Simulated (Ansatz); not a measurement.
A: BeSe (zinc blende), a = b = c = 5.1778 Å, α = β = γ = 90.00°
B: BN (zinc blende), a = b = c = 3.6247 Å, α = β = γ = 90.00°
C: CdO (rock salt), a = 4.768 Å, b = 4.768 Å, c = 4.768 Å, α = 90.00°, β = 90.00°, γ = 90.00°

Scan: energy against volume (even scaling of the relaxed cell, symmetry kept). All come from one method, each on a k mesh of its own. All were relaxed with their symmetry unable to fall.

Problem. Put the candidates in order of bulk modulus (fitted), lowest first, for PBE (plane waves to 420 eV, PAW, scalar-relativistic; Ansatz, a program for electronic structure).

Solution. A (75.1 GPa), C (126 GPa), B (371 GPa)

(Under strain, the slope of the energy per volume gives the stress and its curvature an elastic modulus.)
